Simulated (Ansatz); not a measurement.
Trial structure of InAs5, not yet relaxed:

```cif
data_structure
_symmetry_space_group_name_H-M 'P6/mmm'
_symmetry_Int_Tables_number 191
_cell_length_a 5.8902
_cell_length_b 5.8902
_cell_length_c 4.9691
_cell_angle_alpha 90.000
_cell_angle_beta 90.000
_cell_angle_gamma 120.000
_cell_volume 149.30
loop_
_atom_site_label
_atom_site_type_symbol
_atom_site_symmetry_multiplicity
_atom_site_Wyckoff_symbol
_atom_site_fract_x
_atom_site_fract_y
_atom_site_fract_z
_atom_site_occupancy
In1 In 1 a 0.00000 0.00000 0.00000 1
As1 As 2 c 0.33333 0.66667 0.00000 1
As2 As 3 g 0.50000 0.00000 0.50000 1
```

All numbers below come from Ansatz, DFT PBE, scalar-relativistic, plane waves, PAW. Cutoff 420 eV; k points 3×3×4 on the computed 6-atom cell (Γ-centred); Gaussian smearing, width 0.10 eV; no spin polarisation.

The zero of energy is the elements' standard structures at the same level; no fitted shifts are applied.

Question: Estimate its pressure, forces and energy as it stands.

Answer: The pressure is -4.0 GPa (the mean over three directions, positive in compression), the largest force is 0.00 eV/Å (symmetry fixes the atoms), and the energy is +0.48 eV/atom against the elements. The shortest distance is 2.95 Å.

Question: How much does it gain on relaxing, and where does it end?

Answer: Relaxing gains under 0.1 eV/atom (the start's value is from the coarse mesh, so the gain is rough) in 12 ionic steps and ends at +0.40 eV/atom on the finer mesh. The symmetry stays P6/mmm (No. 191). The end has the CaCu5 type. The volume per atom shrinks by 10.6 %, from 24.9 to 22.2 Å³. The shortest distance goes from 2.95 Å (As–As) to 2.76 Å (As–As). Conventional cell: a = 5.510 Å, c = 5.076 Å. In is surrounded by 6 As at 3.18 Å and 12 As at 3.75 Å; around As on a site of symmetry -6m2 lie 6 As at 3.00 Å, 3 As at 3.18 Å and 3 In at 3.18 Å; As on a site of symmetry mmm has 4 As at 2.76 Å and 4 As at 3.00 Å.

The last run used a 12×12×8 mesh (in the run's order of axes) for its 6-atom cell and Gaussian smearing of 0.10 eV. The reference form of As is held partly by dispersion forces, which this level lacks. The relaxation can't lower the symmetry of the start. A structure relaxed within its symmetry needn't be a true minimum.
